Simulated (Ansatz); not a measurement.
EuZn2Si2: F interstitial

All numbers are calculated (PBEsol, collinear spin, no spin-orbit coupling; Ansatz, PAW set soft_2, 420 eV, k-mesh 4×4×2 shifted by half a step), not measured.

The relaxed host crystal (no gap at this level of theory):

```
Eu Si Zn
1.0
    -2.07658    2.07658    5.06730
     2.07658   -2.07658    5.06730
     2.07658    2.07658   -5.06730
Eu Si Zn
1 2 2
Direct
  0.00000 0.00000 0.00000
  0.61545 0.61545 0.00000
  0.38455 0.38455 0.00000
  0.25000 0.75000 0.50000
  0.75000 0.25000 0.50000
```

Supercell of 20 atoms, rows of the matrix [[1,1,2],[-1,1,0],[-1,-1,0]] times the cell vectors; F interstitial at (0.042, 0.542, 0.500) in fractions of the cell above. Atoms are relaxed at the host's cell, from a start shaken by 0.05 Å near the defect.

Nearest atoms to the added F: relaxed Si 1.85 Å, Zn 2.07 Å, Eu 2.46 Å, Eu 2.46 Å, Si 2.72 Å, Si 2.83 Å.

The largest move of an atom from its ideal place is 0.8 Å, so the cell rearranged and didn't merely relax.

```
charge  moment of the cell (μB)  moment on F (μB)  gap of the cell on the mesh (eV)
     0                    27.87              0.00                              0.00
```

Formation energy of the neutral defect: -1.80 eV, taking atoms from and to the elements' standard states (no corrections for gases), so it belongs to those chemical potentials alone.

A negative value doesn't mean that the atoms enter by themselves: with the elements as reservoirs, compounds of them would form first.

Relaxed cell at charge 0:

```
EuZn2Si2 F_i charge 0
1.0
     4.1532    4.1532    0.0000
     4.1532   -4.1532    0.0000
     0.0000    0.0000  -10.1346
Eu Si Zn F
4 8 8 1
Direct
  0.5115 0.4997 0.0138
  0.5063 0.9930 0.4896
  0.9995 0.9877 0.0138
  0.9998 0.4994 0.5074
  0.9721 0.5271 0.8922
  0.0086 0.9959 0.3877
  0.5228 0.9764 0.8902
  0.5033 0.4906 0.3877
  0.9911 0.5082 0.1250
  0.9888 0.0103 0.6174
  0.4995 0.9998 0.1208
  0.4890 0.5106 0.6174
  0.2549 0.7426 0.2560
  0.3036 0.1957 0.7184
  0.7567 0.2444 0.2560
  0.7470 0.7524 0.7418
  0.2449 0.2543 0.2534
  0.2405 0.7557 0.7569
  0.7487 0.7505 0.2585
  0.7435 0.2586 0.7569
  0.1952 0.3041 0.9020
```

Caveats: 4f shell without a U, which puts 4f levels too near the Fermi level; open f or d shells may hold a state above the lowest; small supercell, so energies and levels can be off by tenths of an eV; one random start near the defect, so other minima are possible.
